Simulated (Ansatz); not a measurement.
CsGeI₃ in space group R3m (No. 160; I on 9b, Cs on 3a, Ge on 3a) at seven volumes, the program Ansatz at the PBEsol level (PAW), shape and atoms relaxed at each. One row is withheld.

```csv
V (Å³/atom),P (GPa)
36.373,2.30
37.572,1.33
38.771,0.54
39.970,0.00
41.170,-0.41
42.369,-0.69
43.568,?
```

### Question
Fit the shown pressures and predict the withheld one.

### Answer
P = (3/2)B₀(x^(7/2) − x^(5/2))[1 + (3/4)(B′ − 4)(x − 1)] with x = (V₀/V)^(2/3). Least squares on the six rows gives V₀ = 39.964 Å³/atom, B₀ = 15.9 GPa, B′ = 9.68. At V = 43.568, x = 0.9441 and P = -0.88 GPa. The run itself gave -0.91 GPa.

The workflow started from an entry of the Crystallography Open Database (COD, 293 K). Its standing as an ambient phase is unchecked. Symmetry was held in the PBEsol relaxation; its stability against distortions is not shown here. Spin–orbit coupling is left out wherever it is not named.

Potentials: the later of the program's two PAW sets.
